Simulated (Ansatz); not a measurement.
W:
```xyz
1
Lattice="-1.5773 1.5773 1.5773 1.5773 -1.5773 1.5773 1.5773 1.5773 -1.5773" Properties=species:S:1:pos:R:3 pbc="T T T"
W      0.0000     0.0000     0.0000
```

Relaxed with PBEsol. Special points in fractions of this cell's reciprocal vectors: Γ (0.000, 0.000, 0.000); H (0.500, -0.500, 0.500); N (0.000, 0.000, 0.500); P (0.250, 0.250, 0.250).

### Question
List the band energies nearest the Fermi level at these points for the program Ansatz at the PBEsol with spin–orbit coupling level (PAW).

### Answer
In eV from the Fermi level; about four levels below and three above (degenerate sets whole), none deeper than 8.9 eV; … stands for higher levels left out; points with the same levels are listed once.

```
k                                below                above
-  -----------------------------------  -------------------
Γ  -1.52 -1.52 -1.52 -1.52 -1.01 -1.01                    …
H              -6.02 -6.02 -6.02 -6.02  4.97 4.97 4.97 4.97
N              -6.43 -6.43 -3.71 -3.71  0.53 0.53 2.08 2.08
P              -2.88 -2.88 -2.88 -2.88  3.29 3.29 3.29 3.29
```

Space group Im-3m (bcc (W type)). The cell was relaxed with PBEsol under the symmetry of its start. The run is not spin-polarised.

Potentials: the earlier of the program's two PAW sets.
